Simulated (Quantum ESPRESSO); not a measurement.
Al7GeAs7Si, one run as intended and one with a planted mistake

Computed values, not a measurement. The program is pw.x of Quantum ESPRESSO 7.5 (plane-wave density functional theory). The cell is made up: 16 atoms on a doubled zincblende/diamond lattice, with randomly drawn elements, strain and displacements, not relaxed. PseudoDojo standard norm-conserving files (v0.5 for PBE, v0.4.1 for LDA and PBEsol) set the functional; there is no spin polarisation, spin-orbit coupling or dispersion term, and the masses in the input are unused placeholders.

Intended input:

```
&control calculation='scf', pseudo_dir='./dojo.nc.sr.pbe.v0_5.standard.upf', outdir='./o', disk_io='medium', tprnfor=.true., tstress=.true. /
&system ibrav=0, nat=16, ntyp=4, nbnd=78, ecutwfc=84.00895049, nosym=.true., tot_charge=0,
 occupations='smearing', smearing='fd', degauss=0.0018374661
/
&electrons conv_thr=7.350e-09, electron_maxstep=60, /
ATOMIC_SPECIES
Al 1.0 Al.upf
As 1.0 As.upf
Ge 1.0 Ge.upf
Si 1.0 Si.upf
CELL_PARAMETERS angstrom
5.6956 0.0 0.0
0.0 5.6956 0.0
0.0 0.0 11.3912
ATOMIC_POSITIONS angstrom
Al 0.0365 0.0022 -0.0088
Al -0.0001 2.8121 2.8637
Al 2.8475 0.0041 2.8194
Al 2.8761 2.7835 0.0071
Ge 0.0388 -0.009 5.6687
Al -0.025 2.8471 8.5654
Al 2.844 -0.0322 8.581
Al 2.8475 2.8443 5.6892
As 1.3975 1.4449 1.3706
As 1.3904 4.2584 4.2532
As 4.2409 1.4046 4.2398
As 4.2562 4.2645 1.3847
As 1.4118 1.3882 7.1284
As 1.4821 4.2746 9.9984
As 4.2774 1.4148 9.9702
Si 4.2998 4.2747 7.1234
K_POINTS automatic
4 4 2 1 1 1
```

The log is shortened where brackets say so; the opening notice, blank lines, dates and the lines on written files are dropped, and the path of the files is cut. It prints rydbergs, bohrs and kilobars, and counts compression as positive stress. Where no state is partly filled, the Fermi energy that it prints is only some level between the filled and the empty states on the mesh, and need not lie in the true gap.

Log of the intended run:

```
     Program PWSCF v.7.5
     Parallel version (MPI & OpenMP), running on       1 processor cores
     Number of MPI processes:                 1
     Threads/MPI process:                     1
     [start-up lines left out]
     bravais-lattice index     =            0
     lattice parameter (alat)  =      10.7631  a.u.
     unit-cell volume          =    2493.7048 (a.u.)^3
     number of atoms/cell      =           16
     number of atomic types    =            4
     number of electrons       =       144.00
     number of Kohn-Sham states=           78
     kinetic-energy cutoff     =      84.0090  Ry
     charge density cutoff     =     336.0358  Ry
     scf convergence threshold =      7.3E-09
     mixing beta               =       0.7000
     number of iterations used =            8  plain     mixing
     Exchange-correlation= PBE
                           (   1   4   3   4   0   0   0)
     [axes and pseudopotential details left out]
   Cartesian axes
     site n.     atom                  positions (alat units)
         1        Al     tau(   1) = (   0.0064085   0.0003863  -0.0015451  )
         2        Al     tau(   2) = (  -0.0000176   0.4937320   0.5027916  )
         3        Al     tau(   3) = (   0.4999473   0.0007199   0.4950137  )
         4        Al     tau(   4) = (   0.5049687   0.4887106   0.0012466  )
         5        Ge     tau(   5) = (   0.0068123  -0.0015802   0.9952771  )
         6        Al     tau(   6) = (  -0.0043894   0.4998771   1.5038626  )
         7        Al     tau(   7) = (   0.4993328  -0.0056535   1.5066016  )
         8        Al     tau(   8) = (   0.4999473   0.4993855   0.9988763  )
         9        As     tau(   9) = (   0.2453648   0.2536871   0.2406419  )
        10        As     tau(  10) = (   0.2441183   0.7476649   0.7467519  )
        11        As     tau(  11) = (   0.7445923   0.2466114   0.7443992  )
        12        As     tau(  12) = (   0.7472786   0.7487359   0.2431175  )
        13        As     tau(  13) = (   0.2478756   0.2437320   1.2515626  )
        14        As     tau(  14) = (   0.2602184   0.7505092   1.7554604  )
        15        As     tau(  15) = (   0.7510008   0.2484023   1.7505092  )
        16        Si     tau(  16) = (   0.7549336   0.7505267   1.2506847  )
     number of k points=    16  Fermi-Dirac smearing, width (Ry)=  0.0018
                       cart. coord. in units 2pi/alat
        k(    1) = (   0.1250000   0.1250000   0.1250000), wk =   0.1250000
        k(    2) = (   0.1250000   0.1250000  -0.1250000), wk =   0.1250000
     [further k points left out]
     Dense  grid:   259689 G-vectors     FFT dimensions: (  64,  64, 125)
     Estimated max dynamical RAM per process >     509.71 MB
     Initial potential from superposition of free atoms
     starting charge     143.9798, renormalised to     144.0000
     Starting wfcs are  104 randomized atomic wfcs
     total cpu time spent up to now is       77.4 secs
     per-process dynamical memory:   294.4 Mb
     Self-consistent Calculation
     iteration #  1     ecut=    84.01 Ry     beta= 0.70
     Davidson diagonalization with overlap
     ethr =  1.00E-02,  avg # of iterations =  4.0
     Threshold (ethr) on eigenvalues was too large:
     Diagonalizing with lowered threshold
     Davidson diagonalization with overlap
     ethr =  3.58E-04,  avg # of iterations =  2.1
     total cpu time spent up to now is      409.0 secs
     total energy              =   -1704.76432363 Ry
     estimated scf accuracy    <       0.54472841 Ry
     iteration #  2     ecut=    84.01 Ry     beta= 0.70
     Davidson diagonalization with overlap
     ethr =  3.78E-04,  avg # of iterations =  8.4
     total cpu time spent up to now is      595.5 secs
     total energy              =   -1704.64453445 Ry
     estimated scf accuracy    <       0.68605973 Ry
     [iterations 3 to 11 left out]
     iteration # 12     ecut=    84.01 Ry     beta= 0.70
     Davidson diagonalization with overlap
     ethr =  2.02E-10,  avg # of iterations =  2.0
     total cpu time spent up to now is     2176.5 secs
     total energy              =   -1704.88562762 Ry
     estimated scf accuracy    <       0.00000006 Ry
     iteration # 13     ecut=    84.01 Ry     beta= 0.70
     Davidson diagonalization with overlap
     ethr =  4.42E-11,  avg # of iterations =  4.3
     total cpu time spent up to now is     2363.3 secs
     End of self-consistent calculation
     [lines on levels left out]
     the Fermi energy is     7.1031 ev
!    total energy              =   -1704.88562764 Ry
     estimated scf accuracy    <          3.3E-09 Ry
     smearing contrib. (-TS)   =      -0.00000000 Ry
     internal energy E=F+TS    =   -1704.88562764 Ry
     The total energy is F=E-TS. E is the sum of the following terms:
     one-electron contribution =   -1116.47645191 Ry
     hartree contribution      =     618.80634117 Ry
     xc contribution           =    -394.49164809 Ry
     ewald contribution        =    -812.72386881 Ry
     convergence has been achieved in  13 iterations
     Forces acting on atoms (cartesian axes, Ry/au):
     atom    1 type  1   force =    -0.01582942   -0.01347647   -0.00847574
     atom    2 type  1   force =    -0.01610597    0.01402805   -0.02076869
     atom    3 type  1   force =    -0.00851192   -0.01223284   -0.01394355
     atom    4 type  1   force =     0.00164693    0.02131450   -0.00906563
     atom    5 type  3   force =    -0.04090173   -0.01763527    0.03465718
     atom    6 type  1   force =     0.00402455    0.01755394   -0.01342182
     atom    7 type  1   force =     0.02267783   -0.00536356   -0.02802200
     atom    8 type  1   force =     0.01108089    0.01333307    0.02787030
     atom    9 type  2   force =     0.01014883   -0.00525980    0.02957282
     atom   10 type  2   force =     0.02181151    0.00007629   -0.01489921
     atom   11 type  2   force =     0.00960255    0.00102045    0.00167350
     atom   12 type  2   force =     0.01040646   -0.00420868    0.01693186
     atom   13 type  2   force =     0.01101458    0.01550632   -0.00098031
     atom   14 type  2   force =    -0.01394650   -0.02169363    0.00404020
     atom   15 type  2   force =     0.00017860   -0.00556952    0.00355348
     atom   16 type  4   force =    -0.00729718    0.00260716   -0.00872239
     Total force =     0.108987     Total SCF correction =     0.000404
     Computing stress (Cartesian axis) and pressure
          total   stress  (Ry/bohr**3)                   (kbar)     P=       14.15
   0.00009948   0.00001686  -0.00000949           14.63        2.48       -1.40
   0.00001686   0.00010046   0.00003342            2.48       14.78        4.92
  -0.00000949   0.00003342   0.00008858           -1.40        4.92       13.03
     init_run     :     75.48s CPU     77.32s WALL (       1 calls)
     electrons    :   2229.46s CPU   2286.00s WALL (       1 calls)
     forces       :     24.48s CPU     25.04s WALL (       1 calls)
     stress       :     79.57s CPU     82.91s WALL (       1 calls)
     [timing details left out]
     PWSCF        :  40m 9.86s CPU  41m13.73s WALL
     JOB DONE.
```

A second run has one planted mistake: the plane-wave cutoff is too low. The input lines that differ, file-writing options aside:

```
- &system ibrav=0, nat=16, ntyp=4, nbnd=78, ecutwfc=84.00895049, nosym=.true., tot_charge=0,
+ &system ibrav=0, nat=16, ntyp=4, nbnd=78, ecutwfc=57.62293717, nosym=.true., tot_charge=0,
```

Its log:

```
     Program PWSCF v.7.5
     Parallel version (MPI & OpenMP), running on       1 processor cores
     Number of MPI processes:                 1
     Threads/MPI process:                     1
     [start-up lines left out]
     bravais-lattice index     =            0
     lattice parameter (alat)  =      10.7631  a.u.
     unit-cell volume          =    2493.7048 (a.u.)^3
     number of atoms/cell      =           16
     number of atomic types    =            4
     number of electrons       =       144.00
     number of Kohn-Sham states=           78
     kinetic-energy cutoff     =      57.6229  Ry
     charge density cutoff     =     230.4917  Ry
     scf convergence threshold =      7.3E-09
     mixing beta               =       0.7000
     number of iterations used =            8  plain     mixing
     Exchange-correlation= PBE
                           (   1   4   3   4   0   0   0)
     [axes and pseudopotential details left out]
   Cartesian axes
     site n.     atom                  positions (alat units)
         1        Al     tau(   1) = (   0.0064085   0.0003863  -0.0015451  )
         2        Al     tau(   2) = (  -0.0000176   0.4937320   0.5027916  )
         3        Al     tau(   3) = (   0.4999473   0.0007199   0.4950137  )
         4        Al     tau(   4) = (   0.5049687   0.4887106   0.0012466  )
         5        Ge     tau(   5) = (   0.0068123  -0.0015802   0.9952771  )
         6        Al     tau(   6) = (  -0.0043894   0.4998771   1.5038626  )
         7        Al     tau(   7) = (   0.4993328  -0.0056535   1.5066016  )
         8        Al     tau(   8) = (   0.4999473   0.4993855   0.9988763  )
         9        As     tau(   9) = (   0.2453648   0.2536871   0.2406419  )
        10        As     tau(  10) = (   0.2441183   0.7476649   0.7467519  )
        11        As     tau(  11) = (   0.7445923   0.2466114   0.7443992  )
        12        As     tau(  12) = (   0.7472786   0.7487359   0.2431175  )
        13        As     tau(  13) = (   0.2478756   0.2437320   1.2515626  )
        14        As     tau(  14) = (   0.2602184   0.7505092   1.7554604  )
        15        As     tau(  15) = (   0.7510008   0.2484023   1.7505092  )
        16        Si     tau(  16) = (   0.7549336   0.7505267   1.2506847  )
     number of k points=    16  Fermi-Dirac smearing, width (Ry)=  0.0018
                       cart. coord. in units 2pi/alat
        k(    1) = (   0.1250000   0.1250000   0.1250000), wk =   0.1250000
        k(    2) = (   0.1250000   0.1250000  -0.1250000), wk =   0.1250000
     [further k points left out]
     Dense  grid:   147321 G-vectors     FFT dimensions: (  54,  54, 108)
     Estimated max dynamical RAM per process >     293.27 MB
     Initial potential from superposition of free atoms
     starting charge     143.9798, renormalised to     144.0000
     Starting wfcs are  104 randomized atomic wfcs
     total cpu time spent up to now is       17.0 secs
     per-process dynamical memory:   173.7 Mb
     Self-consistent Calculation
     iteration #  1     ecut=    57.62 Ry     beta= 0.70
     Davidson diagonalization with overlap
     ethr =  1.00E-02,  avg # of iterations =  4.0
     Threshold (ethr) on eigenvalues was too large:
     Diagonalizing with lowered threshold
     Davidson diagonalization with overlap
     ethr =  4.16E-04,  avg # of iterations =  2.0
     total cpu time spent up to now is       98.1 secs
     total energy              =   -1703.10424442 Ry
     estimated scf accuracy    <       0.63479389 Ry
     iteration #  2     ecut=    57.62 Ry     beta= 0.70
     Davidson diagonalization with overlap
     ethr =  4.41E-04,  avg # of iterations =  8.7
     total cpu time spent up to now is      152.1 secs
     total energy              =   -1702.97274758 Ry
     estimated scf accuracy    <       0.66611304 Ry
     [iterations 3 to 11 left out]
     iteration # 12     ecut=    57.62 Ry     beta= 0.70
     Davidson diagonalization with overlap
     ethr =  1.87E-10,  avg # of iterations =  2.0
     total cpu time spent up to now is      746.2 secs
     total energy              =   -1703.22658900 Ry
     estimated scf accuracy    <       0.00000003 Ry
     iteration # 13     ecut=    57.62 Ry     beta= 0.70
     Davidson diagonalization with overlap
     ethr =  1.96E-11,  avg # of iterations =  4.4
     total cpu time spent up to now is      808.9 secs
     End of self-consistent calculation
     [lines on levels left out]
     the Fermi energy is     7.1074 ev
!    total energy              =   -1703.22658901 Ry
     estimated scf accuracy    <          3.9E-09 Ry
     smearing contrib. (-TS)   =      -0.00000000 Ry
     internal energy E=F+TS    =   -1703.22658901 Ry
     The total energy is F=E-TS. E is the sum of the following terms:
     one-electron contribution =   -1112.54149215 Ry
     hartree contribution      =     615.51416575 Ry
     xc contribution           =    -393.47539380 Ry
     ewald contribution        =    -812.72386881 Ry
     convergence has been achieved in  13 iterations
     Forces acting on atoms (cartesian axes, Ry/au):
     atom    1 type  1   force =    -0.01573313   -0.01342880   -0.00845296
     atom    2 type  1   force =    -0.01602582    0.01401320   -0.02074957
     atom    3 type  1   force =    -0.00838382   -0.01220427   -0.01394079
     atom    4 type  1   force =     0.00168377    0.02131890   -0.00904595
     atom    5 type  3   force =    -0.04081012   -0.01783250    0.03480250
     atom    6 type  1   force =     0.00407457    0.01745921   -0.01326740
     atom    7 type  1   force =     0.02262871   -0.00533316   -0.02782202
     atom    8 type  1   force =     0.01108722    0.01327768    0.02783102
     atom    9 type  2   force =     0.00996786   -0.00508334    0.02955893
     atom   10 type  2   force =     0.02184110   -0.00023886   -0.01534327
     atom   11 type  2   force =     0.00919365    0.00115990    0.00108144
     atom   12 type  2   force =     0.01036792   -0.00423556    0.01689474
     atom   13 type  2   force =     0.01119543    0.01559879   -0.00071399
     atom   14 type  2   force =    -0.01393773   -0.02145891    0.00417608
     atom   15 type  2   force =     0.00020121   -0.00557803    0.00364122
     atom   16 type  4   force =    -0.00735082    0.00256575   -0.00864998
     Total force =     0.108843     Total SCF correction =     0.000437
     Computing stress (Cartesian axis) and pressure
          total   stress  (Ry/bohr**3)                   (kbar)     P=     -821.78
  -0.00558289   0.00001632  -0.00000887         -821.27        2.40       -1.30
   0.00001632  -0.00558231   0.00003432            2.40     -821.19        5.05
  -0.00000887   0.00003432  -0.00559375           -1.30        5.05     -822.87
     init_run     :     15.92s CPU     16.88s WALL (       1 calls)
     electrons    :    765.33s CPU    792.01s WALL (       1 calls)
     forces       :     15.97s CPU     16.23s WALL (       1 calls)
     stress       :     53.61s CPU     55.56s WALL (       1 calls)
     [timing details left out]
     PWSCF        :  14m11.09s CPU  14m41.32s WALL
     JOB DONE.
```

```
                                            intended run  run with the mistake
                          free energy (eV)    -23196.151            -23173.578
                    smearing term -TS (eV)        0.0000                0.0000
                            pressure (GPa)          1.41                -82.18
            largest force component (eV/Å)         1.052                 1.049
largest change of a force component (eV/Å)                               0.015
                                iterations            13                    13
```

For scale, a rerun of the intended cell at a cutoff of 1437 eV and k mesh 6 x 6 x 4 moved values by no more than 0.020 eV in energy, 0.02 GPa in stress and 0.003 eV/Å in force.